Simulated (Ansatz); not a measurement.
Relaxation of a generated cell, WS2 built in the rutile structure type; 6 atoms in the cell, which starts as P4₂/mnm (No. 136), tP6; a = 5.8701 Å, b = 5.8701 Å, c = 3.7804 Å, α = 90.00°, β = 90.00°, γ = 90.00°. The numbers are results of PBEsol (plane waves to 420 eV, PAW, scalar-relativistic; Ansatz, an electronic-structure program), not measurements. Γ-centred k-mesh 4×4×6 on the run's cell (coarser than for final values), Fermi–Dirac smearing 0.05 eV. This is the first round of the run. 

The optimiser's lines from the output (shortened; P is positive under compression):

```
relax step   1: F+E_penalty+E_count = -24055.63292716 eV  Δ(F+E_penalty+E_count) = +0.000e0 eV  max|allowed force component| = 1.655e-1 eV/Å  Δτ_max = 0.0000 Å  P = -16.960 GPa  Ω = 130.267 Å³  (9 SCF iters, dr2 threshold 1.00e-7 eV, accepted)
relax step   2: F+E_penalty+E_count = -24056.82746854 eV  Δ(F+E_penalty+E_count) = -1.195e0 eV  max|allowed force component| = 4.042e-1 eV/Å  Δτ_max = 0.0322 Å  P = -8.172 GPa  Ω = 117.579 Å³  (6 SCF iters, dr2 threshold 6.00e-7 eV, accepted)
relax step   3: F+E_penalty+E_count = -24057.35412738 eV  Δ(F+E_penalty+E_count) = -5.267e-1 eV  max|allowed force component| = 1.710e-1 eV/Å  Δτ_max = 0.0653 Å  P = -1.906 GPa  Ω = 110.756 Å³  (6 SCF iters, dr2 threshold 6.00e-7 eV, accepted)
relax step   4: F+E_penalty+E_count = -24057.60458100 eV  Δ(F+E_penalty+E_count) = -2.505e-1 eV  max|allowed force component| = 2.932e-2 eV/Å  Δτ_max = 0.0573 Å  P = -0.409 GPa  Ω = 108.353 Å³  (6 SCF iters, dr2 threshold 6.00e-7 eV, accepted)
relax step   5: F+E_penalty+E_count = -24057.61589333 eV  Δ(F+E_penalty+E_count) = -1.131e-2 eV  max|allowed force component| = 1.083e-2 eV/Å  Δτ_max = 0.0150 Å  P = +0.245 GPa  Ω = 107.544 Å³  (6 SCF iters, dr2 threshold 6.00e-7 eV, accepted)
relax step   6: F+E_penalty+E_count = -24057.61930214 eV  Δ(F+E_penalty+E_count) = -3.409e-3 eV  max|allowed force component| = 8.737e-4 eV/Å  Δτ_max = 0.0057 Å  P = +0.006 GPa  Ω = 107.830 Å³  (6 SCF iters, dr2 threshold 6.00e-7 eV, accepted)
relax step   7: F+E_penalty+E_count = -24057.61932223 eV  Δ(F+E_penalty+E_count) = -2.009e-5 eV  max|allowed force component| = 1.535e-4 eV/Å  Δτ_max = 0.0004 Å  P = +0.000 GPa  Ω = 107.843 Å³  (6 SCF iters, dr2 threshold 2.03e-8 eV, accepted)
relax step   8: F+E_penalty+E_count = -24057.61590880 eV  Δ(F+E_penalty+E_count) = +3.413e-3 eV  max|allowed force component| = 4.023e-5 eV/Å  Δτ_max = 0.0000 Å  P = -0.007 GPa  Ω = 107.843 Å³  stress off target by 2.28e-2 GPa  SCF on the basis re-selected at this cell (its energy is not comparable with the rows above)  (6 SCF iters)
relax step   9: F+E_penalty+E_count = -24057.61591232 eV  Δ(F+E_penalty+E_count) = -3.522e-6 eV  max|allowed force component| = 1.444e-5 eV/Å  Δτ_max = 0.0001 Å  P = -0.000 GPa  Ω = 107.836 Å³  (7 SCF iters, dr2 threshold 1.30e-9 eV, accepted)
relax step  10: F+E_penalty+E_count = -24057.61591077 eV  Δ(F+E_penalty+E_count) = +1.553e-6 eV  max|allowed force component| = 1.438e-5 eV/Å  Δτ_max = 0.0000 Å  P = -0.000 GPa  Ω = 107.836 Å³  stress off target by 2.27e-4 GPa  SCF on the basis re-selected at this cell (its energy is not comparable with the rows above)  (11 SCF iters)
```

From the first to the last row the energy changes by -0.33 eV/atom and the volume by -17.2 %. The last row is marked as not comparable with the walk above it, whose basis was carried along; it does compare with step 1, since both stand on a basis selected at the nominal cutoff for their own cell.

Later rounds, restarted from the end of this one on a renewed k-mesh, logged 9 more steps and released under 0.01 eV/atom more. The final structure after all rounds: P4₂/mnm (No. 136), tP6, rutile type; a = 5.831 Å, b = 5.831 Å, c = 3.174 Å, α = 90.00°, β = 90.00°, γ = 90.00°. Between re-selections the logged energies stand on a plane-wave basis carried along with the cell. No spin polarisation in the result.

The run could not lower the symmetry of its start; a shaken copy of this end point relaxes with PBEsol to Pnnm (No. 58), 0.07 eV/atom lower.

The relaxed structure here is a generated cell of WS2: the first start was made by placing the elements on the sites of a structure type, and the end was not matched to a known phase here, so it may be hypothetical. Known forms of WS2 include space group No. 194.
